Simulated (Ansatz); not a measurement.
Geometry optimisation in Ansatz: input, command and trajectory.

```yaml
crystal:
  lattice:
    - [3.2375546434, -3.4868244507, 0.0]
    - [3.2375546434, 3.4868244507, 0.0]
    - [0.0, 0.0, 5.7721355075]
  atoms:
    - { symbol: Pb, position: [0.0304301261, 0.9695698739, 0.75] }
    - { symbol: Pb, position: [0.5304301261, 0.4695698739, 0.25] }
    - { symbol: Pb, position: [0.9695698739, 0.0304301261, 0.25] }
    - { symbol: Pb, position: [0.4695698739, 0.5304301261, 0.75] }
basis:
  ecutwfc: 420
kpoints:
  mp_grid: { grid: [10, 10, 8] }
hamiltonian:
  xc: lda
scf:
  occupations: { method: gaussian, width: 0.1 }
output:
  forces: true
  stress: true
  eigenvalues: true
relax:
  adjacent_minimum: "off"
  f_tol: 0.01
  max_steps: 60
  cell: { stress_tol: 0.1 }
```

```bash
ansatz run input.yaml --threads 1 --pin off --max-ram 2560MiB --backend cpu --events-out ev --progress --plain --runs-dir out
```

Theory: DFT LDA, scalar-relativistic, plane waves, PAW in Ansatz.

Of 7 frames 6 are shown, positions in Å and forces in eV/Å; the SCF threshold varies from step to step. Steps run on the plane waves of an earlier cell, with a Pulay correction in the pressure. The basis is chosen afresh for the last frame, the zero of the energies, and at times for earlier ones too; energy and pressure step there, also at an unchanged geometry.

```xyz
4
Lattice="3.2376 -3.4868 0.0000 3.2376 3.4868 0.0000 0.0000 0.0000 5.7721" Properties=species:S:1:pos:R:3:forces:R:3 pbc="T T T" step=1 free_energy_over_end_meV_per_atom=141.00 pressure_GPa=1.16
Pb    3.2376    3.2746    4.3291    0.0000   -0.0646    0.0000
Pb    3.2376   -0.2122    1.4430    0.0000   -0.0646    0.0000
Pb    3.2376   -3.2746    1.4430    0.0000    0.0646    0.0000
Pb    3.2376    0.2122    4.3291    0.0000    0.0646    0.0000
4
Lattice="3.1504 -3.4572 0.0000 3.1504 3.4572 0.0000 0.0000 0.0000 6.0545" Properties=species:S:1:pos:R:3:forces:R:3 pbc="T T T" step=2 free_energy_over_end_meV_per_atom=81.31 pressure_GPa=-0.57
Pb    3.1504    3.2515    4.5409    0.0000    0.2153    0.0000
Pb    3.1504   -0.2056    1.5136    0.0000    0.2153    0.0000
Pb    3.1504   -3.2515    1.5136    0.0000   -0.2153    0.0000
Pb    3.1504    0.2056    4.5409    0.0000   -0.2153    0.0000
4
Lattice="3.0486 -3.2849 0.0000 3.0486 3.2849 0.0000 0.0000 0.0000 6.3280" Properties=species:S:1:pos:R:3:forces:R:3 pbc="T T T" step=3 free_energy_over_end_meV_per_atom=39.05 pressure_GPa=0.08
Pb    3.0486    3.1745    4.7460    0.0000    0.3309    0.0000
Pb    3.0486   -0.1103    1.5820    0.0000    0.3309    0.0000
Pb    3.0486   -3.1745    1.5820    0.0000   -0.3309    0.0000
Pb    3.0486    0.1103    4.7460    0.0000   -0.3309    0.0000
4
Lattice="3.1389 -3.2016 0.0000 3.1389 3.2016 0.0000 0.0000 0.0000 6.2998" Properties=species:S:1:pos:R:3:forces:R:3 pbc="T T T" step=4 free_energy_over_end_meV_per_atom=2.27 pressure_GPa=-0.69
Pb    3.1389    3.1995    4.7249    0.0000    0.0100    0.0000
Pb    3.1389   -0.0021    1.5750    0.0000    0.0100    0.0000
Pb    3.1389   -3.1995    1.5750    0.0000   -0.0100    0.0000
Pb    3.1389    0.0021    4.7249    0.0000   -0.0100    0.0000
4
Lattice="3.1432 -3.1581 0.0000 3.1432 3.1581 0.0000 0.0000 0.0000 6.2570" Properties=species:S:1:pos:R:3:forces:R:3 pbc="T T T" step=5 free_energy_over_end_meV_per_atom=0.08 pressure_GPa=0.17
Pb    3.1432    3.1580    4.6928    0.0000    0.0002    0.0000
Pb    3.1432    0.0000    1.5643    0.0000    0.0002    0.0000
Pb    3.1432   -3.1580    1.5643    0.0000   -0.0002    0.0000
Pb    3.1432    0.0000    4.6928    0.0000   -0.0002    0.0000
4
Lattice="3.1529 -3.1575 0.0000 3.1529 3.1575 0.0000 0.0000 0.0000 6.2592" Properties=species:S:1:pos:R:3:forces:R:3 pbc="T T T" step=7 free_energy_over_end_meV_per_atom=0.00 pressure_GPa=0.00
Pb    3.1529    3.1575    4.6944    0.0000   -0.0001    0.0000
Pb    3.1529    0.0000    1.5648    0.0000   -0.0001    0.0000
Pb    3.1529   -3.1575    1.5648    0.0000    0.0001    0.0000
Pb    3.1529    0.0000    4.6944    0.0000    0.0001    0.0000
```

The run took 7.3 min on 1 thread of Intel(R) Xeon(R) Processor @ 2.50GHz (Skylake/Cascade Lake), with other jobs on the host, peak memory 0.74 GiB.

Spin–orbit coupling is left out, which can shift energies with elements as heavy as these.